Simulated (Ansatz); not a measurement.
Relaxed-ion elastic tensor of SiB (wurtzite, space group No. 186) in GPa (Voigt order), PBEsol (plane waves, PAW; program Ansatz); density 2.58 g/cm³, 12.51 Å³ per atom.

```
100.0    158   93.7    0.0    0.0    0.0
  158  100.0   93.7    0.0    0.0    0.0
 93.7   93.7    367    0.0    0.0    0.0
  0.0    0.0    0.0   84.4    0.0    0.0
  0.0    0.0    0.0    0.0   84.4    0.0
  0.0    0.0    0.0    0.0    0.0  -29.1
```

Question: Is the crystal mechanically stable?

Answer: No: the smallest eigenvalue of C is -58.2 GPa.

Space group P6_3mc (wurtzite). The first step of the workflow began from a Materials Project structure, measured or hypothetical; the Crystallography Open Database copy checked does not list it. Whether it is the stable phase at ambient conditions was not checked. Symmetry was held in the PBEsol relaxation. At this level the phase is mechanically unstable. Its formation energy is positive at this level, so the cell may be metastable or incomplete. As this level gives no gap, shear constants depend on the k-mesh and smearing (Fermi–Dirac, 0.1 eV here). On the denser mesh and wider smearing of the elastic run this cell carries a stress of 0.4 GPa.

Potentials: the later of the program's two PAW sets.
